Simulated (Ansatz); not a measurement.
Si2BAs (R3m), relaxed and computed with several functionals in Ansatz (plane waves, PAW).

```
functional  a (Å)   c (Å)  V (Å³/atom)  B₀ by P(V) fit (GPa)
----------  -----  ------  -----------  --------------------
r²SCAN        ___     ___          ___                   ___
PBE         3.584  18.189        16.86                  99.1
PBEsol      3.552  18.056        16.44                   105
```

Question: What belongs in the gaps?

Answer: 
- r²SCAN, a (Å): 3.570
- r²SCAN, c (Å): 18.064
- r²SCAN, V (Å³/atom): 16.62
- r²SCAN, B₀ by P(V) fit (GPa): 108

Typed or built starts, not in the databases checked: Si2BAs, R3m (B on 3a, As on 3a, Si on 3a, Si on 3a). All cells were relaxed under the symmetry of their starts (and spin orders); stability against distortions was not tested throughout. Scalar-relativistic: spin–orbit coupling is off unless named, which matters more the heavier the elements.

Potentials: the earlier of the program's two PAW sets. The files were generated under PBE; for other functionals the program regenerates the frozen cores, and for LDA and PBEsol the local potential too.

Ansatz (a quantum-chemistry and plane-wave program) is a plane-wave DFT program.
